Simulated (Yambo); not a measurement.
Absorption of BaTiP2O8 (space group C2/m, No. 12) with and without the electron-hole interaction (Yambo, LDA bands; 4×4×2 mesh, 22 valence and 12 conduction bands, static screening with 103 bands and a 3 Ry block, scissor 2.67 eV, Tamm-Dancoff; field along x). Axes are Cartesian, with cell vectors (Å) (4.15, -2.63, 0.00), (4.15, 2.63, 0.00), (-0.57, 0.00, 7.82).

```json
[
 {"E (eV)": "3.15", "Im ε, BSE": "0.08", "Im ε, independent quasiparticles": "0.04"},
 {"E (eV)": "3.25", "Im ε, BSE": "0.09", "Im ε, independent quasiparticles": "0.04"},
 {"E (eV)": "3.35", "Im ε, BSE": "0.10", "Im ε, independent quasiparticles": "0.05"},
 {"E (eV)": "3.45", "Im ε, BSE": "0.11", "Im ε, independent quasiparticles": "0.05"},
 {"E (eV)": "3.55", "Im ε, BSE": "0.12", "Im ε, independent quasiparticles": "0.05"},
 {"E (eV)": "3.65", "Im ε, BSE": "0.13", "Im ε, independent quasiparticles": "0.05"},
 {"E (eV)": "3.75", "Im ε, BSE": "0.15", "Im ε, independent quasiparticles": "0.06"},
 {"E (eV)": "3.85", "Im ε, BSE": "0.18", "Im ε, independent quasiparticles": "0.06"},
 {"E (eV)": "3.95", "Im ε, BSE": "0.21", "Im ε, independent quasiparticles": "0.07"},
 {"E (eV)": "4.05", "Im ε, BSE": "0.25", "Im ε, independent quasiparticles": "0.07"},
 {"E (eV)": "4.15", "Im ε, BSE": "0.31", "Im ε, independent quasiparticles": "0.08"},
 {"E (eV)": "4.25", "Im ε, BSE": "0.39", "Im ε, independent quasiparticles": "0.09"},
 {"E (eV)": "4.35", "Im ε, BSE": "0.51", "Im ε, independent quasiparticles": "0.10"},
 {"E (eV)": "4.45", "Im ε, BSE": "0.71", "Im ε, independent quasiparticles": "0.11"},
 {"E (eV)": "4.55", "Im ε, BSE": "1.08", "Im ε, independent quasiparticles": "0.12"},
 {"E (eV)": "4.65", "Im ε, BSE": "1.74", "Im ε, independent quasiparticles": "0.13"},
 {"E (eV)": "4.75", "Im ε, BSE": "2.69", "Im ε, independent quasiparticles": "0.15"},
 {"E (eV)": "4.85", "Im ε, BSE": "3.96", "Im ε, independent quasiparticles": "0.17"},
 {"E (eV)": "4.95", "Im ε, BSE": "4.76", "Im ε, independent quasiparticles": "0.20"},
 {"E (eV)": "5.05", "Im ε, BSE": "5.09", "Im ε, independent quasiparticles": "0.24"},
 {"E (eV)": "5.15", "Im ε, BSE": "4.77", "Im ε, independent quasiparticles": "0.29"},
 {"E (eV)": "5.25", "Im ε, BSE": "3.63", "Im ε, independent quasiparticles": "0.36"},
 {"E (eV)": "5.35", "Im ε, BSE": "3.16", "Im ε, independent quasiparticles": "0.47"},
 {"E (eV)": "5.45", "Im ε, BSE": "2.81", "Im ε, independent quasiparticles": "0.64"},
 {"E (eV)": "5.55", "Im ε, BSE": "2.19", "Im ε, independent quasiparticles": "0.94"},
 {"E (eV)": "5.65", "Im ε, BSE": "1.76", "Im ε, independent quasiparticles": "1.47"},
 {"E (eV)": "5.75", "Im ε, BSE": "1.52", "Im ε, independent quasiparticles": "2.17"},
 {"E (eV)": "5.85", "Im ε, BSE": "1.33", "Im ε, independent quasiparticles": "2.72"},
 {"E (eV)": "5.95", "Im ε, BSE": "1.23", "Im ε, independent quasiparticles": "3.72"},
 {"E (eV)": "6.05", "Im ε, BSE": "1.26", "Im ε, independent quasiparticles": "5.01"},
 {"E (eV)": "6.15", "Im ε, BSE": "1.45", "Im ε, independent quasiparticles": "5.24"},
 {"E (eV)": "6.25", "Im ε, BSE": "1.44", "Im ε, independent quasiparticles": "4.99"},
 {"E (eV)": "6.35", "Im ε, BSE": "1.25", "Im ε, independent quasiparticles": "4.88"},
 {"E (eV)": "6.45", "Im ε, BSE": "1.12", "Im ε, independent quasiparticles": "4.37"},
 {"E (eV)": "6.55", "Im ε, BSE": "0.97", "Im ε, independent quasiparticles": "3.78"},
 {"E (eV)": "6.65", "Im ε, BSE": "0.90", "Im ε, independent quasiparticles": "3.31"},
 {"E (eV)": "6.75", "Im ε, BSE": "0.94", "Im ε, independent quasiparticles": "2.78"},
 {"E (eV)": "6.85", "Im ε, BSE": "1.12", "Im ε, independent quasiparticles": "2.47"},
 {"E (eV)": "6.95", "Im ε, BSE": "1.51", "Im ε, independent quasiparticles": "2.02"},
 {"E (eV)": "7.05", "Im ε, BSE": "1.96", "Im ε, independent quasiparticles": "1.49"},
 {"E (eV)": "7.15", "Im ε, BSE": "2.00", "Im ε, independent quasiparticles": "1.25"},
 {"E (eV)": "7.25", "Im ε, BSE": "1.98", "Im ε, independent quasiparticles": "1.12"},
 {"E (eV)": "7.35", "Im ε, BSE": "1.93", "Im ε, independent quasiparticles": "1.09"},
 {"E (eV)": "7.45", "Im ε, BSE": "1.80", "Im ε, independent quasiparticles": "1.10"},
 {"E (eV)": "7.55", "Im ε, BSE": "1.55", "Im ε, independent quasiparticles": "1.05"},
 {"E (eV)": "7.65", "Im ε, BSE": "1.25", "Im ε, independent quasiparticles": "1.07"},
 {"E (eV)": "7.75", "Im ε, BSE": "1.08", "Im ε, independent quasiparticles": "1.10"},
 {"E (eV)": "7.85", "Im ε, BSE": "1.07", "Im ε, independent quasiparticles": "1.10"},
 {"E (eV)": "7.95", "Im ε, BSE": "1.18", "Im ε, independent quasiparticles": "1.06"},
 {"E (eV)": "8.05", "Im ε, BSE": "1.35", "Im ε, independent quasiparticles": "1.00"},
 {"E (eV)": "8.15", "Im ε, BSE": "1.62", "Im ε, independent quasiparticles": "1.00"},
 {"E (eV)": "8.25", "Im ε, BSE": "2.07", "Im ε, independent quasiparticles": "1.01"},
 {"E (eV)": "8.35", "Im ε, BSE": "2.74", "Im ε, independent quasiparticles": "1.00"},
 {"E (eV)": "8.45", "Im ε, BSE": "3.35", "Im ε, independent quasiparticles": "1.02"},
 {"E (eV)": "8.55", "Im ε, BSE": "3.81", "Im ε, independent quasiparticles": "1.16"},
 {"E (eV)": "8.65", "Im ε, BSE": "4.10", "Im ε, independent quasiparticles": "1.32"},
 {"E (eV)": "8.75", "Im ε, BSE": "4.09", "Im ε, independent quasiparticles": "1.36"},
 {"E (eV)": "8.85", "Im ε, BSE": "3.94", "Im ε, independent quasiparticles": "1.25"},
 {"E (eV)": "8.95", "Im ε, BSE": "3.39", "Im ε, independent quasiparticles": "1.16"},
 {"E (eV)": "9.05", "Im ε, BSE": "2.92", "Im ε, independent quasiparticles": "1.06"},
 {"E (eV)": "9.15", "Im ε, BSE": "2.70", "Im ε, independent quasiparticles": "0.98"},
 {"E (eV)": "9.25", "Im ε, BSE": "2.75", "Im ε, independent quasiparticles": "1.00"},
 {"E (eV)": "9.35", "Im ε, BSE": "2.71", "Im ε, independent quasiparticles": "1.20"},
 {"E (eV)": "9.45", "Im ε, BSE": "2.32", "Im ε, independent quasiparticles": "1.46"},
 {"E (eV)": "9.55", "Im ε, BSE": "2.07", "Im ε, independent quasiparticles": "1.63"},
 {"E (eV)": "9.65", "Im ε, BSE": "2.01", "Im ε, independent quasiparticles": "1.92"},
 {"E (eV)": "9.75", "Im ε, BSE": "1.95", "Im ε, independent quasiparticles": "2.35"},
 {"E (eV)": "9.85", "Im ε, BSE": "1.94", "Im ε, independent quasiparticles": "2.54"},
 {"E (eV)": "9.95", "Im ε, BSE": "1.83", "Im ε, independent quasiparticles": "2.55"},
 {"E (eV)": "10.05", "Im ε, BSE": "1.69", "Im ε, independent quasiparticles": "2.79"}
]
```

The scissor comes from a G0W0 run whose convergence isn't established. Broadening 0.15 eV. The band window holds all transitions up to 11.9 eV. Fine structure above the onset can come from the mesh.

Geometry of the Materials Project entry, not relaxed at this level; primitive cell a = 4.916 Å, b = 4.916 Å, c = 7.841 Å, α = 93.49°, β = 93.49°, γ = 64.64°.

The structure is a Materials Project entry; no match was found in the copy of COD used, and its stability was not checked.
